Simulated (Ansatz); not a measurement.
Level of theory: Ansatz, DFT, r2SCAN, plane waves (500 eV) with PAW, scalar-relativistic. The PAW files were generated under PBE, with cores re-solved for the functional.

An element in the omega (AlB2-type) structure gives this curve. The cell is scaled uniformly from the relaxed one, with fractional coordinates and shape fixed. Energies are extrapolated to zero smearing, pressures are those at the given smearing. Magnetic state: spin not included.

```tsv
V (Å³/atom)	E − E₀ (meV/atom)	P (GPa)
25.431	68.2	7.08
26.586	28.1	4.30
27.742	6.3	1.97
28.898	0.0	-0.01
30.054	6.9	-1.69
31.210	25.0	-3.11
32.366	52.6	-4.32
```

(1) Which element is it?
A. antimony
B. lutetium
C. indium
D. lead

Answers

(1) B. Its fit is V₀ = 28.84 Å³/atom, B₀ = 46 GPa, B₀′ = 3.1.
